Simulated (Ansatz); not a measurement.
**Structure types of Sr compared at 8.1 GPa**

Structure types of Sr are relaxed in primitive cells with their symmetry kept at 8.1 GPa, first on PAW files, then by LAPW. The enthalpy is E + pV at zero temperature, without zero-point motion. Only the types listed were tried, and differences under about 5 meV/atom are mesh noise. The real phase may be another.

All numbers are LDA results (scalar-relativistic) from Ansatz 0.2.0, with Fermi–Dirac smearing of 0.1 eV, no spin polarisation. Methods: LAPW: all electrons, basis error target 0.5 meV/atom; PAW: frozen-core files, cutoff 420 eV.

k meshes: fcc 13×13×13, bcc 13×13×13, hcp 12×12×7, simple hexagonal 13×13×12, sc 12×12×12, omega 6×6×9.

The PAW files were made under PBE.

```json
{"start type": "fcc", "ends as": "fcc, Fm-3m", "a, b, c (Å)": "5.156, 5.156, 5.156", "V (Å³/atom)": "34.26", "H − H(lowest), LAPW (meV/atom)": "35.2"}
{"start type": "bcc", "ends as": "bcc, Im-3m", "a, b, c (Å)": "4.080, 4.080, 4.080", "V (Å³/atom)": "33.96", "H − H(lowest), LAPW (meV/atom)": "0.0"}
{"start type": "hcp", "ends as": "hcp, P6_3/mmc", "a, b, c (Å)": "3.622, 3.622, 5.982", "V (Å³/atom)": "33.98", "H − H(lowest), LAPW (meV/atom)": "26.8"}
{"start type": "simple hexagonal", "ends as": "simple hexagonal, P6/mmm", "a, b, c (Å)": "3.467, 3.467, 3.164", "V (Å³/atom)": "32.93", "H − H(lowest), LAPW (meV/atom)": "175.9"}
{"start type": "sc", "ends as": "sc, Pm-3m", "a, b, c (Å)": "3.178, 3.178, 3.178", "V (Å³/atom)": "32.11", "H − H(lowest), LAPW (meV/atom)": "?"}
{"start type": "omega", "ends as": "omega, P6/mmm", "a, b, c (Å)": "5.859, 5.859, 3.439", "V (Å³/atom)": "34.08", "H − H(lowest), LAPW (meV/atom)": "?"}
```

Problem. Give the missing entry: row "sc", column "H − H(lowest), LAPW (meV/atom)".

Solution. 304.5.

Problem. Fill in "H − H(lowest), LAPW (meV/atom)" for the row "omega".

Solution. 75.3.

Problem. Split the lead of bcc over hcp into energy and pV.

Solution. For hcp less bcc: ΔE = +26.2 meV/atom, and p·ΔV = 8.1 GPa × +0.0122 Å³ × 6.242 meV/(GPa·Å³) = +0.6 meV/atom, together 26.8 meV/atom. bcc wins on both counts.
